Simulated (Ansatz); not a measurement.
**CsTlF4, one structure, two calculations**

Cell: a computed structure from the Materials Project (it need not be an observed phase).

Space group Pbcm (No. 57); a = 6.5644, b = 8.4582, c = 8.5416 Å.

| site | Wyckoff | site symmetry | x | y | z |
| --- | --- | --- | --- | --- | --- |
| Cs | 4d | ..m | 0.4834 | 0.8022 | 0.2500 |
| Tl | 4a | -1 | 0.0000 | 0.0000 | 0.5000 |
| F9 | 8e | 1 | 0.7055 | 0.9324 | 0.5563 |
| F13 | 4d | ..m | 0.9025 | 0.9798 | 0.2500 |
| F17 | 4c | 2.. | 0.8821 | 0.2500 | 0.5000 |

One atom of each set is listed.

First run. Level of theory: DFT, PBE, plane waves and PAW, scalar-relativistic, 420 eV cutoff, Γ-centred 3×3×3 k-points, Fermi–Dirac smearing 0.02 eV (Ansatz 0.2.0).

| site | V_zz (10²¹ V/m²) | η |
| --- | --- | --- |
| Cs | 5.46 | 0.54 |
| Tl | -25.5 | 0.11 |
| F9 | 15.01 | 0.03 |
| F13 | 11.96 | 0.23 |
| F17 | 11.11 | 0.29 |

Second run. The same atoms and settings, except that the cutoff is 350 eV.

(1) Given the first result, estimate the second.

Results:

(1) 

| site | V_zz | η | change of V_zz |
| --- | --- | --- | --- |
| Cs | 5.47 | 0.54 | +0.01 |
| Tl | -25.3 | 0.11 | +0.14 |
| F9 | 14.74 | 0.03 | -0.27 |
| F13 | 11.77 | 0.23 | -0.19 |
| F17 | 10.93 | 0.29 | -0.18 |

The largest change of V_zz is on F9, from 15.01 to 14.74. In per cent, |V_zz| changes by 0 on Cs, -1 on Tl, -2 on F (all sites that start above 0.5).

Spin–orbit coupling is left out, which shifts gradients on Tl by a few per cent, and by more where contributions nearly cancel.
For the first run: The largest force is 0.3 eV/Å, so the atoms aren't at the calculated equilibrium and relaxing them would move these values.
